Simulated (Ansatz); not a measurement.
An Ansatz (a quantum-chemistry and plane-wave program) input:

Ansatz 0.2 input:
```yaml
crystal:
  lattice:
    - [0.0, 3.2194777887, 3.2194777887]
    - [3.2194777887, 0.0, 3.2194777887]
    - [3.2194777887, 3.2194777887, 0.0]
  atoms:
    - { symbol: Mg, position: [0.0, 0.0, 0.0] }
    - { symbol: Te, position: [0.25, 0.25, 0.25] }
kpoints:
  mp_grid: { grid: [6, 6, 6] }
hamiltonian:
  xc: hse06
  pseudopotentials: { kind: paw }
scf:
  n_extra_bands: 6
  occupations: { method: fixed }
output:
  eigenvalues: true
  eigenstates:
    e_range: [-9.0, 11.5]
    kpoints:
      - [0.0, 0.0, 0.0]  # VBM
      - [0.0, 0.0, 0.0]  # CBM
      - [0.0, 0.0, 0.0]  # GAMMA
      - [0.5, 0.0, 0.5]  # X
      - [0.5, 0.5, 0.5]  # L
      - [0.5, 0.25, 0.75]  # W
      - [0.375, 0.375, 0.75]  # K
      - [0.625, 0.25, 0.625]  # U
```

Problem. How many symmetry operations and irreducible k-points will the run report?

Solution. 24 operations, 16 of 216 k-points.

Problem. With a cutoff of 420 eV, how many plane waves at Γ?

Solution. 1291.

It took about 2.5 core-minutes (a rough figure) on shared server cores.

The points marked VBM and CBM come from a semilocal run.

Space group F-43m (zinc blende). The PBEsol relaxation kept the symmetry of its start. Scalar-relativistic: spin–orbit coupling is off unless named, which matters more the heavier the elements.

Potentials: the later of the program's two PAW sets.

Ansatz is a plane-wave DFT program.
